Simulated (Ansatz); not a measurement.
CdTe:
```cif
data_CdTe
_chemical_formula_sum 'Cd1 Te1'
_space_group_name_H-M_alt 'P 1'
_space_group_IT_number 1
_cell_length_a 3.70283
_cell_length_b 3.70283
_cell_length_c 3.70283
_cell_angle_alpha 90.000
_cell_angle_beta 90.000
_cell_angle_gamma 90.000
loop_
_space_group_symop_operation_xyz
  'x, y, z'
loop_
_atom_site_label
_atom_site_type_symbol
_atom_site_fract_x
_atom_site_fract_y
_atom_site_fract_z
_atom_site_occupancy
Cd1 Cd 0.00000 0.00000 0.00000 1
Te1 Te 0.50000 0.50000 0.50000 1
```

Relaxed with PBEsol.

Q: Decompose the optical modes at the zone centre into irreducible representations, and say which are infrared and Raman allowed.

A: Point group m-3m: Γ_opt = T1u. Infrared: T1u. Raman: none.

Q: Assign frequencies (DFPT, the program Ansatz at the PBEsol level (PAW)).

A: T1u 61 cm⁻¹.

Space group Pm-3m (CsCl type). The start of the workflow was typed in or built on a structure type; neither database checked (COD, Materials Project) lists it. It is not the phase usual at ambient conditions (space group No. 216). The PBEsol relaxation kept the symmetry of its start. At this level the phase is mechanically unstable. As this level gives no gap, phonon frequencies hold no LO–TO term and depend on the k-mesh and smearing (Fermi–Dirac, 0.1 eV here). Spin–orbit coupling is left out wherever it is not named.

Potentials: the earlier of the program's two PAW sets. The files were generated under PBE; for other functionals the program regenerates the frozen cores, and for LDA and PBEsol the local potential too.
